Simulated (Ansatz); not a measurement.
The relaxed structure here is a generated cell of In: the first start was made by placing the elements on the sites of a structure type, and the end was not matched to a known phase here, so it may be hypothetical. Known forms of In include space group No. 139.

The end point of a relaxation of In. Level of theory: r2SCAN (plane waves to 500 eV, PAW, scalar-relativistic; Ansatz, a first-principles code).

```cif
data_In
_chemical_formula_sum 'In1'
_space_group_name_H-M_alt 'P 1'
_space_group_IT_number 1
_cell_length_a 3.25976
_cell_length_b 3.25976
_cell_length_c 3.25976
_cell_angle_alpha 109.471
_cell_angle_beta 109.471
_cell_angle_gamma 109.471
loop_
_space_group_symop_operation_xyz
  'x, y, z'
loop_
_atom_site_label
_atom_site_type_symbol
_atom_site_fract_x
_atom_site_fract_y
_atom_site_fract_z
_atom_site_occupancy
In1 In 0.00000 0.00000 0.00000 1
```

### Question
Find the space group and the Wyckoff positions (tolerance 0.01 Å).

### Answer
Space group Im-3m (No. 229); a = b = c = 3.7640 Å, α = β = γ = 90.00°

```
atom  site  symmetry       x       y       z
----  ----  --------  ------  ------  ------
In      2a      m-3m  0.0000  0.0000  0.0000
```

This is the bcc (W type).

### Question
Give the shortest distances between elements (the closest pairs, up to four, under 3.6 Å).

### Answer
In–In 3.26 Å.

Volume per atom: 26.66 Å³
Band gap: zero (metallic)

No spin polarisation in the result.

The run could not lower the symmetry of its start; a shaken copy of this end point relaxes with r2SCAN to I4/mmm (No. 139), 0.02 eV/atom lower.
